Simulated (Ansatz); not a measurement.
The start is a generated cell, Si2W built in the fluorite structure type. A full variable-cell relaxation at zero pressure is run with PBE (plane waves to 420 eV, PAW, scalar-relativistic; Ansatz, an electronic-structure program). The first steps use a coarse 7×7×7 k-mesh.

Starting cell:
```
CELL_PARAMETERS angstrom
      0.00000     3.05713     3.05713
      3.05713     0.00000     3.05713
      3.05713     3.05713     0.00000
ATOMIC_POSITIONS crystal
  W  0.00000 0.00000 0.00000
  Si 0.25000 0.25000 0.25000
  Si 0.75000 0.75000 0.75000
```

Task: What pressure does the first self-consistent step give?

Result: -13 GPa (negative: the cell is under tension).

Task: How do the shortest distances between atoms change?

Result: The closest pairs of elements (up to four, under 3.6 Å), start → end: Si–W 2.65 → 2.55 Å; Si–Si 3.06 → 2.95 Å.

Task: What band gap does the relaxed structure have at this level?

Result: No gap (metallic).

Task: What does it relax into? Give the structure.

Result: 
```cif
data_Si8W4
_chemical_formula_sum 'W4 Si8'
_space_group_name_H-M_alt 'Fm-3m'
_space_group_IT_number 225
_space_group_name_Hall '-F 4 2 3'
_cell_length_a 5.89102
_cell_length_b 5.89102
_cell_length_c 5.89102
_cell_angle_alpha 90.000
_cell_angle_beta 90.000
_cell_angle_gamma 90.000
loop_
_atom_site_label
_atom_site_type_symbol
_atom_site_symmetry_multiplicity
_atom_site_Wyckoff_symbol
_atom_site_fract_x
_atom_site_fract_y
_atom_site_fract_z
_atom_site_occupancy
W1 W 4 a 0.00000 0.00000 0.00000 1
Si1 Si 8 c 0.25000 0.25000 0.25000 1
```
(The calculation used a cell of 3 atoms; values per cell refer to that cell.)

The space group stays Fm-3m (No. 225) (the run could not lower it); the end is AFLOW prototype AB2_cF12_225_a_c (C1, as in CaF2), with 3 atoms in the primitive cell. Final values are on a 14×14×14 k-mesh of the relaxed cell. No spin polarisation in the result.

The run could not lose the symmetry of its start, so the end can be a saddle point.

All atoms sit on sites fixed by symmetry, so only the cell could relax.

The relaxed structure here is a generated cell of Si2W: the first start was made by placing the elements on the sites of a structure type, and the end was not matched to a known phase here, so it may be hypothetical. Known forms of Si2W include space group No. 139.
